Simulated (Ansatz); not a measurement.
GeMo$_{2}$N:
```xyz
8
Lattice="2.9520 0.0000 0.0000 -1.4760 2.5565 0.0000 0.0000 0.0000 13.5517" Properties=species:S:1:pos:R:3 pbc="T T T"
Ge     0.0000     1.7043    10.1637
Ge     1.4760     0.8522     3.3879
Mo     0.0000     1.7043     1.3211
Mo     1.4760     0.8522     8.0970
Mo     1.4760     0.8522    12.2305
Mo     0.0000     1.7043     5.4547
N      0.0000     0.0000     0.0000
N      0.0000     0.0000     6.7758
```
The run is spin-polarised; directions of the spins, atom by atom: 0 0 ↑ ↑ ↑ ↑ 0 0.

Relaxed with r²SCAN.

Q: Which orbitals make up the states near the Fermi level in r²SCAN (plane waves, PAW; program Ansatz)?

A: Within 0.5 eV of the Fermi level: Mo 4d 81 %, Ge 4p 8 %, N 2p 7 %. Projections are on Löwdin-orthogonalised atomic valence shells; empty p or d shells of many metals are not among them.

Q: Tabulate the density of states.

A: States/eV per cell of 8 atoms, in 0.25 eV bins, energy from the Fermi level.

```
E (eV)  total  Mo 4d  N 2p  Ge 4p
------  -----  -----  ----  -----
-7.85    3.51   1.12  1.72   0.11
-7.60    5.24   1.65  2.71   0.16
-7.35    3.39   1.04  1.74   0.13
-7.10    5.25   1.84  2.85   0.13
-6.85    8.38   2.91  4.63   0.23
-6.60    4.18   1.38  2.32   0.14
-6.35    3.45   1.13  1.81   0.21
-6.10    3.92   1.36  2.10   0.27
-5.85    4.96   1.76  2.78   0.28
-5.60    4.58   1.62  2.37   0.48
-5.35    1.59   0.42  0.16   0.87
-5.10    2.11   0.71  0.14   1.06
-4.85    2.57   1.02  0.20   1.02
-4.60    3.96   2.00  0.27   1.25
-4.35    4.99   2.67  0.35   1.51
-4.10    5.84   3.32  0.29   1.79
-3.85    5.25   2.96  0.23   1.68
-3.60    5.26   3.06  0.26   1.56
-3.35    4.89   3.16  0.25   1.18
-3.10    3.45   2.58  0.11   0.55
-2.85    3.00   2.42  0.08   0.34
-2.60    2.55   2.12  0.07   0.26
-2.35    3.07   2.58  0.12   0.26
-2.10    2.82   2.36  0.15   0.22
-1.85    3.22   2.71  0.22   0.20
-1.60    3.26   2.70  0.33   0.14
-1.35    3.06   2.54  0.27   0.16
-1.10    3.75   3.04  0.35   0.21
-0.85    3.77   3.06  0.22   0.30
-0.60    4.79   3.91  0.28   0.39
-0.35    6.91   5.60  0.40   0.59
-0.10    7.20   5.81  0.51   0.59
0.15     5.83   4.65  0.42   0.51
0.40     5.84   4.81  0.43   0.36
0.65     4.57   3.84  0.27   0.27
0.90     5.26   4.30  0.33   0.39
1.15     5.23   4.15  0.42   0.41
1.40     5.34   4.10  0.49   0.41
1.65     5.19   3.73  0.49   0.55
1.90     5.08   3.53  0.46   0.59
2.15     5.39   3.62  0.42   0.70
2.40     5.31   3.54  0.43   0.61
2.65     6.38   4.22  0.56   0.65
2.90     6.86   4.20  0.83   0.67
3.15     8.83   5.40  1.18   0.93
3.40     6.80   4.03  1.06   0.75
3.65     4.18   2.39  0.74   0.43
3.90     2.57   1.32  0.41   0.33
4.15     3.04   1.41  0.38   0.58
4.40     3.33   1.45  0.43   0.68
4.65     2.98   1.20  0.40   0.62
```

Space group P6_3/mmc. The start of the workflow was typed in or built on a structure type; neither database checked (COD, Materials Project) lists it. Whether it is the stable phase at ambient conditions was not checked. The r²SCAN relaxation kept the symmetry of its start; its stability against distortions is not shown here. The final state is ferromagnetic, the only order run, not a proven ground state. Other orbital occupations within this spin state were not tried. No Hubbard U is applied. Scalar-relativistic: spin–orbit coupling is off unless named, which matters more the heavier the elements.

Potentials: the earlier of the program's two PAW sets.
